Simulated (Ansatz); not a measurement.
Problem. Each is relaxed and computed with plane-wave PAW r²SCAN (Ansatz code). Which alone has a direct gap?
A) RbZn4As3, P4/mmm (Rb on 1b, Zn on 4i, As on 2h, As on 1a)
B) RbVF3, cubic perovskite
C) RbCr5S8, C2/m (Pearson symbol mS28)
D) Rb2NaPdF6, I4/mmm (Pearson symbol tI20)

Solution. A, RbZn4As3, P4/mmm (Rb on 1b, Zn on 4i, As on 2h, As on 1a). RbZn4As3: gap 0.29 eV (direct); RbVF3: gap 2.77 eV (indirect); RbCr5S8: gap 0.89 eV (indirect); Rb2NaPdF6: gap 0.92 eV (indirect). Spin orders computed, not proven ground states: RbVF3, cubic perovskite antiferromagnetic; RbCr5S8, C2/m (Pearson symbol mS28) ferromagnetic; Rb2NaPdF6, I4/mmm (Pearson symbol tI20) ferromagnetic. Standing as an ambient phase not checked: RbZn4As3, P4/mmm (Rb on 1b, Zn on 4i, As on 2h, As on 1a); RbVF3, cubic perovskite; RbCr5S8, C2/m (Pearson symbol mS28); Rb2NaPdF6, I4/mmm (Pearson symbol tI20). All cells were relaxed under the symmetry of their starts (and spin orders); stability against distortions was not tested throughout. Cells of antiferromagnets are given as chemical subcells. No Hubbard U is applied. Spin–orbit coupling is left out wherever it is not named.

Potentials: the later of the program's two PAW sets.
